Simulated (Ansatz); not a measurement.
Polymorphs of TaRu, each relaxed with plane-wave PAW r²SCAN (Ansatz code):

A: CsCl type (Pm-3m)
a = b = c = 3.1543 Å, α = β = γ = 90.00°

| atom | site | symmetry | x | y | z |
|---|---|---|---|---|---|
| Ru | 1a | m-3m | 0.0000 | 0.0000 | 0.0000 |
| Ta | 1b | m-3m | 0.5000 | 0.5000 | 0.5000 |

B: L1₀ or tetragonal B2 (P4/mmm)
a = b = 3.046 Å, c = 3.391 Å, α = β = γ = 90.00°

| atom | site | symmetry | x | y | z |
|---|---|---|---|---|---|
| Ru | 1a | 4/mmm | 0.0000 | 0.0000 | 0.0000 |
| Ta | 1d | 4/mmm | 0.5000 | 0.5000 | 0.5000 |

Q: Order them by energy per atom at 0 K (lowest first) at the level r²SCAN.

A: B (+0 meV/atom), A (+37 meV/atom)

Standing as an ambient phase not checked: A; B. All cells were relaxed under the symmetry of their starts (and spin orders); stability against distortions was not tested throughout. Rows with no word on spin ran without spin polarisation. Scalar-relativistic: spin–orbit coupling is off unless named, which matters more the heavier the elements.

Energies hold the estimated change up to a 700 eV cutoff; steps of a few meV lie near the error of the meshes.

Potentials: the later of the program's two PAW sets.
